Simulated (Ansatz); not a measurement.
Sn (diamond, space group No. 227) at seven volumes, DFT-PBEsol in the program Ansatz with PAW potentials, scaled uniformly. One row is withheld.

```
V (Å³/atom)  P (GPa)
-----------  -------
31.837          4.89
32.887          2.96
33.936             ?
34.986         -0.01
36.035         -1.14
37.085         -2.09
38.134         -2.90
```

### Question
Fit the shown pressures and predict the withheld one.

### Answer
Third-order Birch–Murnaghan: P = (3/2)B₀(x^(7/2) − x^(5/2))[1 + (3/4)(B′ − 4)(x − 1)] with x = (V₀/V)^(2/3). Least squares on the six rows gives V₀ = 34.981 Å³/atom, B₀ = 41.32 GPa, B′ = 4.84. At V = 33.936, x = 1.0204 and P = 1.35 GPa. The run itself gave 1.34 GPa.

Space group Fd-3m (diamond). This is a known low-temperature phase of the composition, computed here at zero pressure and temperature. The cell was relaxed with PBEsol under the symmetry of its start; whether a distortion lowers the energy is not shown. Scalar-relativistic: spin–orbit coupling is off unless named, which matters more the heavier the elements.

Potentials: the earlier of the program's two PAW sets. The files were generated under PBE; for other functionals the program regenerates the frozen cores, and for LDA and PBEsol the local potential too.
